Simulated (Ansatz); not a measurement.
According to r²SCAN (plane waves, PAW; program Ansatz), TiIn2 in the orthorhombic phase (Fddd; In on 16f, Ti on 8b) relaxes to a = 5.607 Å, b = 9.176 Å, c = 9.853 Å. Its formation energy from the elements is -0.001 eV/atom, with no fitted shifts.

Electronic character: metallic (no gap).

An equation-of-state fit gives a bulk modulus of 78.6 GPa. Bader charges are In -0.54, Ti +1.09 e.

The start of the workflow was typed in or built on a structure type; neither database checked (COD, Materials Project) lists it. Whether it is the stable phase at ambient conditions was not checked. Symmetry was held in the r²SCAN relaxation; whether a distortion lowers the energy is not shown. The run is not spin-polarised. Axis ratios of metals converge slowly with the k-mesh, so a and c are less sure than the volume. The references are the lowest solids computed at this level, not always the standard phases. Spin–orbit coupling is left out wherever it is not named.

Potentials: the earlier of the program's two PAW sets. The files were generated under PBE; for other functionals the program regenerates the frozen cores, and for LDA and PBEsol the local potential too.
